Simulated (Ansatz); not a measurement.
Sr2ZrGeO6: nudged elastic band, switching between two relaxed distorted structures

The calculation used Ansatz, DFT PBE, scalar-relativistic, plane waves, PAW. The runs took a 420 eV cutoff, a Γ-centred 6×6×6 mesh and Gaussian smearing (0.05 eV). No spin polarisation.

1 inner image(s), climbing default, force tolerance 0.05 eV/Å, at most 60 iterations, fixed cell.

The run took 2.6 min on 2 threads of Arm Neoverse V1, with other jobs on the host, peak memory 1.2 GiB.

Command:
```bash
ansatz run input.yaml --threads 2 --pin off --max-ram 5120MiB --backend cpu --events-out ev --progress --plain --runs-dir out
```

Input:
```yaml
crystal:
  lattice:
    - [0.0, 3.998970112, 3.998970112]
    - [3.998970112, 0.0, 3.998970112]
    - [3.998970112, 3.998970112, 0.0]
  atoms:
    - { symbol: Sr, position: [0.2502755837, 0.2502755837, 0.2518426789] }
    - { symbol: Sr, position: [0.7497244163, 0.7497244163, 0.7481573211] }
    - { symbol: Zr, position: [0.5, 0.5, 0.5] }
    - { symbol: Ge, position: [0.0, 0.0, 0.0] }
    - { symbol: O, position: [0.7377979016, 0.2182461725, 0.2615112771] }
    - { symbol: O, position: [0.2622020984, 0.7817538275, 0.7384887229] }
    - { symbol: O, position: [0.2182461725, 0.7377979016, 0.2615112771] }
    - { symbol: O, position: [0.7817538275, 0.2622020984, 0.7384887229] }
    - { symbol: O, position: [0.2399589593, 0.2399589593, 0.8025206113] }
    - { symbol: O, position: [0.7600410407, 0.7600410407, 0.1974793887] }
basis:
  ecutwfc: 420
kpoints:
  mp_grid: { grid: [6, 6, 6] }
hamiltonian:
  xc: pbe
scf:
  occupations: { method: gaussian, width: 0.05 }
output:
  forces: true
neb:
  images: 1
  f_tol: 0.05
  max_iterations: 60
  order_check: false
  final_atoms:
    - { symbol: Sr, position: [0.2502754616, 0.2502754616, 0.2476071154] }
    - { symbol: Sr, position: [0.7497245384, 0.7497245384, 0.7523928846] }
    - { symbol: Zr, position: [0.5, 0.5, 0.5] }
    - { symbol: Ge, position: [0.0, 0.0, 0.0] }
    - { symbol: O, position: [0.7817538109, 0.2622022087, 0.2175555294] }
    - { symbol: O, position: [0.2182461891, 0.7377977913, 0.7824444706] }
    - { symbol: O, position: [0.2622022087, 0.7817538109, 0.2175555294] }
    - { symbol: O, position: [0.7377977913, 0.2182461891, 0.7824444706] }
    - { symbol: O, position: [0.2399584606, 0.2399584606, 0.7175614876] }
    - { symbol: O, position: [0.7600415394, 0.7600415394, 0.2824385124] }
```

Output (its end):
```
...
  climbing image's point = of an order that was not read
  energies are F+E_penalty+E_count in eV, relative to image 0
  image s (Å)  Δ vs image 0  max|band force component| (eV/Å)
      0    0.0000      0.000000                                 —
  *   1    0.4892      0.033704                          2.396e-2
      2    0.9784     -0.000000                                 —
  climbing-image geometry (image 1):
  cell:  # Å, volume = 127.9012 Å³
    - [0.0, 3.998970112, 3.998970112]
    - [3.998970112, 0.0, 3.998970112]
    - [3.998970112, 3.998970112, 0.0]
  atoms:
    - { symbol: Sr, position: [0.2502755226500001, 0.2502755226500001, 0.24972489715] }
    - { symbol: Sr, position: [0.74972447735, 0.74972447735, 0.7502751028500001] }
    - { symbol: Zr, position: [0.5000000000000001, 0.5000000000000001, 0.5000000000000001] }
    - { symbol: Ge, position: [0.0, 0.0, 0.0] }
    - { symbol: O, position: [0.7597758562500001, 0.2402241906, 0.23953340325000005] }
    - { symbol: O, position: [0.24022414375000012, 0.7597758094, 0.7604665967500002] }
    - { symbol: O, position: [0.2402241906, 0.7597758562500001, 0.23953340325000005] }
    - { symbol: O, position: [0.7597758094, 0.24022414375000012, 0.7604665967500002] }
    - { symbol: O, position: [0.23995870995000002, 0.23995870995000002, 0.7600410494500001] }
    - { symbol: O, position: [0.7600412900500001, 0.7600412900500001, 0.23995895055000005] }
```

The calculation finished and met its thresholds.

Final band:

```
image s (Å)  ΔE (eV)
    0  0.000    0.000
    1  0.489    0.034
    2  0.978    0.000
```

Highest image over the start 0.034 eV, over the end 0.034 eV. The order of the saddle wasn't checked, and a path that keeps a symmetry can read too high.

By iteration:

```csv
iteration,largest band force component (eV/Å),highest image (eV)
1,0.024,0.034
```

Images of the last band (Å, true forces in eV/Å):

```xyz
10
Lattice="0.000 3.999 3.999 3.999 0.000 3.999 3.999 3.999 0.000" Properties=species:S:1:pos:R:3:forces:R:3 pbc="T T T" image=0 dE_eV=0.0000
Sr    2.008    2.008    2.002    0.000    0.000    0.000
Sr    5.990    5.990    5.996    0.000    0.000    0.000
Zr    3.999    3.999    3.999    0.000    0.000    0.000
Ge    0.000    0.000    0.000    0.000    0.000    0.000
O     1.919    3.996    3.823    0.000    0.000    0.001
O     6.079    4.002    4.175    0.000    0.000   -0.001
O     3.996    1.919    3.823    0.000    0.000    0.001
O     4.002    6.079    4.175    0.000    0.000   -0.001
O     4.169    4.169    1.919    0.000    0.000   -0.001
O     3.829    3.829    6.079    0.000    0.000    0.001
10
Lattice="0.000 3.999 3.999 3.999 0.000 3.999 3.999 3.999 0.000" Properties=species:S:1:pos:R:3:forces:R:3 pbc="T T T" image=1 dE_eV=0.0337
Sr    1.999    1.999    2.002    0.000    0.000   -0.002
Sr    5.998    5.998    5.996    0.000    0.000    0.002
Zr    3.999    3.999    3.999    0.000    0.000    0.000
Ge    0.000    0.000    0.000    0.000    0.000    0.000
O     1.919    3.996    3.999    0.002    0.024    0.000
O     6.079    4.002    3.999   -0.002   -0.024    0.000
O     3.996    1.919    3.999    0.024    0.002    0.000
O     4.002    6.079    3.999   -0.024   -0.002    0.000
O     3.999    3.999    1.919    0.000    0.000   -0.009
O     3.999    3.999    6.079    0.000    0.000    0.009
10
Lattice="0.000 3.999 3.999 3.999 0.000 3.999 3.999 3.999 0.000" Properties=species:S:1:pos:R:3:forces:R:3 pbc="T T T" image=2 dE_eV=0.0000
Sr    1.991    1.991    2.002    0.000    0.000    0.000
Sr    6.007    6.007    5.996    0.000    0.000    0.000
Zr    3.999    3.999    3.999    0.000    0.000    0.000
Ge    0.000    0.000    0.000    0.000    0.000    0.000
O     1.919    3.996    4.175    0.000    0.000   -0.001
O     6.079    4.002    3.823    0.000    0.000    0.001
O     3.996    1.919    4.175    0.000    0.000   -0.001
O     4.002    6.079    3.823    0.000    0.000    0.001
O     3.829    3.829    1.919    0.000    0.000   -0.001
O     4.169    4.169    6.079    0.000    0.000    0.001
```